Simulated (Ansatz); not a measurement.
# Bi2Te2Pb2S3: Quadrupolar parameters

The cell is an entry of the Crystallography Open Database (COD; perhaps a calculated or model structure), its atoms then relaxed with PBE in this cell.

```cif
data_structure
_symmetry_space_group_name_H-M 'P 1'
_symmetry_Int_Tables_number 1
_cell_length_a 4.2605
_cell_length_b 4.2605
_cell_length_c 33.8180
_cell_angle_alpha 90.000
_cell_angle_beta 90.000
_cell_angle_gamma 120.000
_cell_volume 531.62
loop_
_atom_site_label
_atom_site_type_symbol
_atom_site_fract_x
_atom_site_fract_y
_atom_site_fract_z
_atom_site_occupancy
Bi1 Bi 0.33333 0.66667 0.20293 1
Bi2 Bi 0.66667 0.33333 0.79707 1
Bi3 Bi 0.33333 0.66667 0.39807 1
Bi4 Bi 0.66667 0.33333 0.60193 1
Te5 Te 0.33333 0.66667 0.74408 1
Te6 Te 0.66667 0.33333 0.25592 1
Te7 Te 0.00000 0.00000 0.34507 1
Te8 Te 0.00000 0.00000 0.65493 1
Pb9 Pb 0.33333 0.66667 0.89896 1
Pb10 Pb 0.66667 0.33333 0.10104 1
Pb11 Pb 0.00000 0.00000 0.00000 1
Pb12 Pb 0.00000 0.00000 0.50000 1
S13 S 0.00000 0.00000 0.84882 1
S14 S 0.00000 0.00000 0.15118 1
S15 S 0.33333 0.66667 0.05044 1
S16 S 0.66667 0.33333 0.94956 1
S17 S 0.33333 0.66667 0.55024 1
S18 S 0.66667 0.33333 0.44976 1
```

Sites (sets of like atoms) are named by element and the number of their first atom in this list.

The numbers come from a DFT calculation in Ansatz (PBE, plane waves and PAW, scalar-relativistic, 420 eV cutoff, Γ-centred 8×8×1 k-points, Fermi–Dirac smearing 0.02 eV).

V_zz is the principal component of the electric field gradient with the largest magnitude, η = (V_xx − V_yy)/V_zz and C_Q = eQV_zz/h.

²⁰⁹Bi: I = 9/2, Q = -516.0 mb; ³³S: I = 3/2, Q = -69.40 mb. Nuclear quadrupole moments: year-2017 set (Pyykkö).

Problem. What field gradients does the calculation give at each kind of site?

Solution. 

| site | atoms (order as listed) | first shell | V_xx, V_yy, V_zz (10²¹ V/m²) | η | C_Q (MHz) |
| --- | --- | --- | --- | --- | --- |
| Bi1 | 1, 2 | 3 S at 3.02 Å, 3 Te at 3.04 Å | 0.37, 0.37, -0.73 | 0.00 | 9.15 |
| Bi3 | 3, 4 | 3 S at 3.02 Å, 3 Te at 3.04 Å | 0.39, 0.39, -0.78 | 0.00 | 9.78 |
| Te5 | 5, 6 | 3 Bi at 3.04 Å | -0.47, -0.47, 0.95 | 0.00 | – |
| Te7 | 7, 8 | 3 Bi at 3.04 Å | -0.53, -0.53, 1.06 | 0.00 | – |
| Pb9 | 9, 10 | 6 S at 2.99–3.00 Å | -0.35, -0.35, 0.70 | 0.00 | – |
| Pb11 | 11 | 6 S at 2.99 Å | -0.31, -0.31, 0.62 | 0.00 | – |
| Pb12 | 12 | 6 S at 2.99 Å | -0.42, -0.42, 0.85 | 0.00 | – |
| S13 | 13, 14, 17, 18 | 3 Pb at 2.99 Å, 3 Bi at 3.02 Å | -0.046, -0.046, 0.093 | 0.00 | -0.155 |
| S15 | 15, 16 | 6 Pb at 2.99–3.00 Å | 0.17, 0.17, -0.34 | 0.00 | 0.565 |

An axis of threefold or higher order runs through Bi1, Bi3, Te5, Te7, Pb9 and Pb11 and others, so V_zz lies along it and η is zero.

Te, Pb have no stable isotope with a ground-state quadrupole moment in the table, so no C_Q is given.

Spin–orbit coupling is left out, which shifts gradients on Bi and Pb by a few per cent in wide-gap crystals, and can shift them far more where the calculated gap is small or absent, as here. With a gap of 0.4 eV on this mesh, small gradients can still move by 0.1 × 10²¹ V/m² or more as the k-mesh gets denser.
